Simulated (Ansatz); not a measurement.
**SbPt: relaxation (Ansatz)**

input.yaml:

```yaml
crystal:
  lattice:
    - [3.814539, 0.0, 0.0]
    - [1.90727, -5.558535, 0.0]
    - [0.0, 0.0, -4.523263]
  atoms:
    - { symbol: Sb, position: [0.138, 0.724, 0.75] }
    - { symbol: Sb, position: [0.862, 0.276, 0.25] }
    - { symbol: Pt, position: [0.4111, 0.1778, 0.75] }
    - { symbol: Pt, position: [0.5889, 0.8222, 0.25] }
  symmetry: { tolerance: 0.0003 }
kpoints:
  mp_grid: { grid: [7, 7, 5], shift: [0, 0, 0] }
magnetization:
  spin_polarized: false
scf:
  occupations: { method: fermi_dirac }
  lower_state_search: "off"
hamiltonian:
  pseudopotentials: { kind: paw }
  xc: r2scan
basis:
  ecutwfc: 500
  fft_grid_basis: typed
relax:
  max_steps: 80
  cell: { p_target: 0.0 }
output:
  forces: true
  stress: true
  eigenvalues: true
  bader: true
  populations: true
  elf: true
  write_potential: true
  volumetric_format: npy
  dos:
    e_range: [-12, 8]
    de: 0.05
    projected: { site_lists: { Pt: [Pt], Sb: [Sb] } }
  write_density: true
checkpoint:
  read: saved_state
```

Launch command:

```bash
ansatz run input.yaml --threads 2 --pin off --max-ram 2560MiB --backend cpu --events-out ev --progress --plain --runs-dir out
```

Origin of the cell: a known structure type with other elements, at an estimated volume, so it need not be a known compound.

The smearing width isn't typed, so it takes its default of 0.1 eV.

The saved state is a converged single point of the same cell.

Excerpt of the output:

```
SCF iter   1: F=-38071.818789 eV  HF=-38071.810837 eV  Δρ=1.85e-3  dr2=1.65e-3  dr2_τ=1.71e-3
SCF iter   2: F=-38071.819657 eV  HF=-38071.819570 eV  Δρ=9.85e-4  dr2=4.65e-4  dr2_τ=4.58e-5
SCF iter   3: F=-38071.819698 eV  HF=-38071.819720 eV  Δρ=2.56e-4  dr2=7.70e-5  dr2_τ=1.88e-5
SCF iter   4: F=-38071.819736 eV  HF=-38071.819732 eV  Δρ=9.81e-5  dr2=8.07e-6  dr2_τ=3.40e-7
SCF iter   5: F=-38071.819738 eV  HF=-38071.819737 eV  Δρ=1.77e-5  dr2=2.82e-7  dr2_τ=4.56e-8
SCF iter   6: F=-38071.819738 eV  HF=-38071.819738 eV  Δρ=5.68e-6  dr2=3.71e-8  dr2_τ=2.39e-9
relax step   1: F+E_penalty+E_count = -38071.819738 eV  Δ(F+E_penalty+E_count) = +0.000e0 eV  max|allowed force component| = 1.404e-1 eV/Å  Δτ_max = 0.0000 Å  P = -16.398 GPa  Ω = 95.908 Å³ […]
relax step   2: F+E_penalty+E_count = -38072.775724 eV  Δ(F+E_penalty+E_count) = -9.560e-1 eV  max|allowed force component| = 4.248e-1 eV/Å  Δτ_max = 0.0164 Å  P = -7.320 GPa  Ω = 84.192 Å³ […]
relax step   3: F+E_penalty+E_count = -38072.967443 eV  Δ(F+E_penalty+E_count) = -1.917e-1 eV  max|allowed force component| = 2.066e-1 eV/Å  Δτ_max = 0.0577 Å  P = +4.953 GPa  Ω = 76.705 Å³ […]
relax step   4: F+E_penalty+E_count = -38073.039981 eV  Δ(F+E_penalty+E_count) = -7.254e-2 eV  max|allowed force component| = 2.453e-1 eV/Å  Δτ_max = 0.0177 Å  P = +0.657 GPa  Ω = 79.024 Å³ […]
relax step   5: F+E_penalty+E_count = -38073.087160 eV  Δ(F+E_penalty+E_count) = -4.718e-2 eV  max|allowed force component| = 1.829e-1 eV/Å  Δτ_max = 0.0671 Å  P = -0.217 GPa  Ω = 80.098 Å³ […]
relax step   6: F+E_penalty+E_count = -38073.092350 eV  Δ(F+E_penalty+E_count) = -5.189e-3 eV  max|allowed force component| = 6.571e-2 eV/Å  Δτ_max = 0.0370 Å  P = +0.645 GPa  Ω = 79.788 Å³ […]
relax step   7: F+E_penalty+E_count = -38073.095190 eV  Δ(F+E_penalty+E_count) = -2.840e-3 eV  max|allowed force component| = 6.596e-3 eV/Å  Δτ_max = 0.0126 Å  P = -0.007 GPa  Ω = 80.083 Å³ […]
relax step   8: F+E_penalty+E_count = -38073.093497 eV  Δ(F+E_penalty+E_count) = +1.693e-3 eV  max|allowed force component| = 6.815e-3 eV/Å  Δτ_max = 0.0000 Å  P = -0.019 GPa  Ω = 80.083 Å³  stress off target by 4.52e-2 GPa […]
SCF 8 converged in 7 iterations: F = -38073.093497 eV  dr2 = 6.15e-12
basis re-selected at this cell: Δ(F+E_penalty+E_count) = +1.693e-3 eV, ΔP = -0.012 GPa vs the last step (what re-selecting the basis moved, of the pressure what is left beyond the Pulay corre […]
SCF converged after 7 iterations
Free energy (F): -38073.093497 eV
Harris-Foulkes:  -38073.093497 eV  (|F-HF|=2.18e-11)
Internal energy: -38073.024898 eV  (E = F + TS)
E sigma→0 (E₀):  -38073.059198 eV
Entropy (-TS):   -0.068599 eV (-17.150 meV/atom)
Fermi energy:    16.811248 eV
--- Per-component energies (eV) ---
  E_band       = -693.183256
  E_kinetic    = 1693.691862
  E_local      = -6335.937514  (includes V_loc(G=0)·N_el)
  E_nonlocal   = 1132.954750
  E_hartree    = 2629.325537
  E_xc         = -756.833116
  E_vxc        = -884.100761  (∫ρ·V_xc dr)
  E_paw        = -28167.656172  (= ΣΔE_a)
  E_vpaw       = -1616.008102  (= ΣTr[D̂ρ^β])
  E_aug_tail   = 0.000301  (compensation charges beyond the density's cutoff)
  E_vtau       = 57.565210  (kinetic-family band-sum trace: ∫τ·v_τ [+ j·A + Jᵃ·Aᵃ] dr)
  E_ewald      = -8269.119631
  E_core_change = 0.549085  (= ΣΔE_core)
  E_smearing   = -0.068599  (= −TS)
  Σ components = -38073.093497   (vs F -38073.093497, Δ=0.00e0)
--- Forces (eV/Å), atoms counted from 1 ---
  atom   1  Sb    -0.000000     0.000528     0.000000
  atom   2  Sb     0.000000    -0.000528     0.000000
  atom   3  Pt     0.000000    -0.006815     0.000000
  atom   4  Pt    -0.000000     0.006815     0.000000
  max |Σ_I F_I| component: 0.00e0 eV/Å
--- Stress (GPa, compression-positive) ---
        0.028665       0.000000       0.000000
        0.000000      -0.045245       0.000000
        0.000000       0.000000      -0.039741
  P = ⅓ Tr σ = -0.0188 GPa (-0.188 kbar)
--- Relaxed structure (7 steps of the walk, 7 accepted, 1 SCFs on fresh bases) ---
  F+E_penalty+E_count = -38073.093497 eV   max|allowed force component| = 6.815e-3 eV/Å   (the final SCF, on the basis selected at the relaxed cell)
  cell:  # Å, volume = 80.0831 Å³
    - [3.878990, 1.744e-7, 0.0]
    - [1.939495, -5.395930, 0.0]
    - [0.0, 0.0, -3.826099]
  atoms:
    - { symbol: Sb, position: [0.147744, 0.704513, 0.750000] }
    - { symbol: Sb, position: [0.852256, 0.295487, 0.250000] }
    - { symbol: Pt, position: [0.397460, 0.205081, 0.750000] }
    - { symbol: Pt, position: [0.602540, 0.794919, 0.250000] }
--- Löwdin populations: 4 sites ---
  site symbol       q [e]
     0     Sb     14.8881
     1     Sb     14.8881
     2     Pt     17.9385
     3     Pt     17.9385
  spilling = 0.005252 (of n_electrons = 66.000000)
--- Bader charges: 4 sites ---
  site symbol  charge [e]  shift [e]
     0     Sb      0.7437     0.0004
     1     Sb      0.7437     0.0004
     2     Pt     -0.7438     0.0004
     3     Pt     -0.7437     0.0004
  estimated error of the sums over rays = 4.4e-4 e
```

Before:

Space group Cmcm (No. 63); the run's cell has a = 3.815 Å, b = 5.877 Å, c = 4.523 Å, α = 90.00°, β = 90.00°, γ = 71.06°. Shortest distances: Pt–Pt 3.00 Å, Pt–Sb 3.01 Å.

The relaxed structure.

Space group Cmcm (No. 63); the run's cell has a = 3.879 Å, b = 5.734 Å, c = 3.826 Å, α = 90.00°, β = 90.00°, γ = 70.23°. Shortest distances: Pt–Sb 2.69 Å, Pt–Pt 2.93 Å, Sb–Sb 3.51 Å.

| Property | Result |
| --- | --- |
| Free energy lowered by | 318.4 meV/atom |
| Volume change | -16.50 % |
| Final pressure | -0.02 GPa |
| Relaxation steps listed | 8 |
| Formation energy (elements under the same functional, gases as molecules, uncorrected) | -0.307 eV/atom |

Caveats: no moments, though an odd count or open d shells may carry them; no spin-orbit coupling, though heavy elements are present; the k mesh is coarse if the cell is a metal; the relaxation held the start's symmetry, so the end may be a saddle point.

Time: 3.2 min on 2 threads of AMD EPYC 7R43 64-Core Processor (Zen 3), on a shared host, peak memory 0.74 GiB, from a saved density.
